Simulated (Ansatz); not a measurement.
Starting cell, Hf (hcp, Mg type):

```yaml
crystal:
  lattice:
    - [6.40842, 0.00000, 0.00000]
    - [-1.60210, 2.77493, 0.00000]
    - [0.00000, 0.00000, 5.06906]
  atoms:
    - { symbol: Hf, position: [0.16667, 0.66667, 0.75000] }
    - { symbol: Hf, position: [0.66667, 0.66667, 0.75000] }
    - { symbol: Hf, position: [0.33333, 0.33333, 0.25000] }
    - { symbol: Hf, position: [0.83333, 0.33333, 0.25000] }
```

The atoms are displaced by Q × the pattern below (from a DFPT mode at M = (0.5, 0.0, 0.0), largest move 1; Q in Å), at fixed cell. (q is in reciprocal vectors of the primitive cell; the cell shown is doubled to hold the pattern.)

```json
[
 {"atom": "Hf1", "x": "-0.500", "y": "0.866", "z": "0.000"},
 {"atom": "Hf2", "x": "0.500", "y": "-0.866", "z": "0.000"},
 {"atom": "Hf3", "x": "-0.500", "y": "0.866", "z": "0.000"},
 {"atom": "Hf4", "x": "0.500", "y": "-0.866", "z": "0.000"}
]
```

Level of theory: PBE (plane waves to 420 eV, PAW, scalar-relativistic; Ansatz, an electronic-structure program). k mesh 17×17×9 (Γ-centred), Fermi-Dirac smearing 0.05 eV. Energies are smeared free energies. With partly filled bands, energies and forces of such displacements shift with the k mesh and the smearing. Hf is run without spin polarisation. Hf was relaxed with its symmetry unable to fall. Spin-orbit coupling is left out, though Hf is heavy. The zero of ΔE is the undisplaced structure.

| Q (Å) | ΔE (meV/cell) | −dE/dQ from forces (eV/Å) |
|---|---|---|
| -0.280 | 413 | 2.706 |
| -0.233 | 296 | 2.312 |
| -0.187 | 196 | 1.967 |
| -0.140 | 113 | 1.585 |
| -0.093 | 50 | 1.078 |
| -0.047 | 12 | 0.535 |
| 0.000 | 0 | 0.000 |
| 0.047 | 12 | -0.535 |
| 0.093 | 50 | -1.078 |
| 0.140 | 113 | -1.585 |
| 0.187 | 196 | -1.967 |
| 0.233 | 296 | -2.312 |
| 0.280 | 413 | -2.706 |

Key numbers:

| Quantity | Result |
|---|---|
| Energy at Q = 0.280 Å | 413 meV/cell |
| Space group of the distorted cell | Pnma (No. 62), lowered from P6_3/mmc |
| Symmetry of the curve | even: the same for both signs |
| Shape of the curve | a single well with its minimum at or next to zero displacement |
| Harmonic wavenumber from the curvature (finite differences) | 66 cm⁻¹ |

(For displaced atoms, the force is minus the slope of the energy, and its curvature is a force constant, which sets phonon frequencies.)
